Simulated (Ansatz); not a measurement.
Here is the system:

Te₂Au:
```
CELL_PARAMETERS angstrom
      3.62492     2.10340     0.00000
     -3.62492     2.10340     0.00000
     -0.00744     0.00000     5.17915
ATOMIC_POSITIONS crystal
  Au 0.00000 0.00000 0.00000
  Te 0.67730 0.32270 0.28837
  Te 0.32270 0.67730 0.71163
```

This is the r²SCAN-relaxed structure.

**Question.** All from r²SCAN in the plane-wave PAW code Ansatz, unless another level is named. Predict the electronic character.

**Answer.** metallic (no gap).

**Question.** What about the density of states at the Fermi level?

**Answer.** 0.42 states/eV per atom (mean over ±0.08 eV).

**Question.** Predict the formation energy from the elements (no fitted shifts).

**Answer.** -0.052 eV/atom.

Space group C2/m. The workflow started from an entry of the Crystallography Open Database (COD), which files this formula under 3 space groups. Its standing as an ambient phase is unchecked. The r²SCAN relaxation kept the symmetry of its start; its stability against distortions is not shown here. With an odd number of electrons in the cell and no spin polarisation, the count alone makes it a metal. The references are the lowest solids computed at this level, not always the standard phases. Spin–orbit coupling is left out wherever it is not named.

Potentials: the later of the program's two PAW sets.
